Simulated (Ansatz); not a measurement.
## YbSe: relaxation (Ansatz)

input.yaml:

```yaml
crystal:
  lattice:
    - [0.0, 2.99404562, 2.99404562]
    - [2.99404562, 0.0, 2.99404562]
    - [2.99404562, 2.99404562, 0.0]
  atoms:
    - { symbol: Yb, position: [0.5, 0.5, 0.5] }
    - { symbol: Se, position: [0.0, 0.0, 0.0] }
kpoints:
  mp_grid: { grid: [7, 7, 7], shift: [0, 0, 0] }
magnetization:
  spin_polarized: false
scf:
  occupations: { method: fermi_dirac, width: 0.0946 }
  lower_state_search: "off"
hamiltonian:
  pseudopotentials: { kind: paw }
  xc: r2scan
basis:
  ecutwfc: 500
  fft_grid_basis: typed
relax:
  max_steps: 40
  cell: { p_target: 0.0 }
  f_tol: 0.03
output:
  forces: true
  stress: true
  eigenvalues: true
  bader: true
  populations: true
  elf: true
  write_potential: true
  volumetric_format: npy
  dos:
    e_range: [-12, 8]
    de: 0.05
    projected: { site_lists: { Se: [Se], Yb: [Yb] } }
checkpoint:
  read: saved_state
```

Launch command:

```bash
ansatz run input.yaml --threads 2 --pin off --max-ram 2560MiB --backend cpu --events-out ev --progress --plain --runs-dir out
```

Origin of the cell: a database entry, scaled a little.

The saved state is a converged single point of the same cell.

Steps («new basis» is an SCF on plane waves selected anew at the same cell):

```json
{"step": "1", "ΔF (meV/atom)": "0.0", "max force component (eV/Å)": "0.000", "P (GPa)": "-3.98", "volume (Å³)": "53.68", "SCF iterations": "8", "step was": "accepted"}
{"step": "2", "ΔF (meV/atom)": "-25.7", "max force component (eV/Å)": "0.000", "P (GPa)": "1.70", "volume (Å³)": "47.97", "SCF iterations": "10", "step was": "accepted"}
{"step": "3", "ΔF (meV/atom)": "-29.1", "max force component (eV/Å)": "0.000", "P (GPa)": "-0.23", "volume (Å³)": "49.55", "SCF iterations": "7", "step was": "accepted"}
{"step": "4", "ΔF (meV/atom)": "-29.2", "max force component (eV/Å)": "0.000", "P (GPa)": "-0.01", "volume (Å³)": "49.36", "SCF iterations": "5", "step was": "accepted"}
{"step": "5", "ΔF (meV/atom)": "-29.0", "max force component (eV/Å)": "0.000", "P (GPa)": "-0.02", "volume (Å³)": "49.36", "SCF iterations": "7", "step was": "new basis"}
```

Step 1, with forces in eV/Å:

```xyz
2
Lattice="0.000 2.994 2.994 2.994 0.000 2.994 2.994 2.994 0.000" Properties=species:S:1:pos:R:3:forces:R:3 pbc="T T T" step=1
Yb    2.994    2.994    2.994    0.000    0.000    0.000
Se    0.000    0.000    0.000    0.000    0.000    0.000
```

Step 2, with forces in eV/Å:

```xyz
2
Lattice="0.000 2.884 2.884 2.884 0.000 2.884 2.884 2.884 0.000" Properties=species:S:1:pos:R:3:forces:R:3 pbc="T T T" step=2
Yb    2.884    2.884    2.884    0.000    0.000    0.000
Se    0.000    0.000    0.000    0.000    0.000    0.000
```

Step 3, with forces in eV/Å:

```xyz
2
Lattice="0.000 2.915 2.915 2.915 0.000 2.915 2.915 2.915 0.000" Properties=species:S:1:pos:R:3:forces:R:3 pbc="T T T" step=3
Yb    2.915    2.915    2.915    0.000    0.000    0.000
Se    0.000    0.000    0.000    0.000    0.000    0.000
```

Step 5, with forces in eV/Å:

```xyz
2
Lattice="0.000 2.911 2.911 2.911 0.000 2.911 2.911 2.911 0.000" Properties=species:S:1:pos:R:3:forces:R:3 pbc="T T T" step=5
Yb    2.911    2.911    2.911    0.000    0.000    0.000
Se    0.000    0.000    0.000    0.000    0.000    0.000
```

```
Free energy lowered by  : 29.0 meV/atom
Volume change           : -8.05 %
Final pressure          : -0.02 GPa
Relaxation steps listed : 5
```

Caveats: f shells without a U or exact exchange are poorly placed; no spin polarisation, so a magnetic state may lie lower; no spin-orbit coupling, though heavy elements are present; the relaxation held the start's symmetry, so the end may be a saddle point.

The run took 21 s on 2 threads of Arm Neoverse V1 (shared host), peak memory 0.52 GiB, from a saved density.
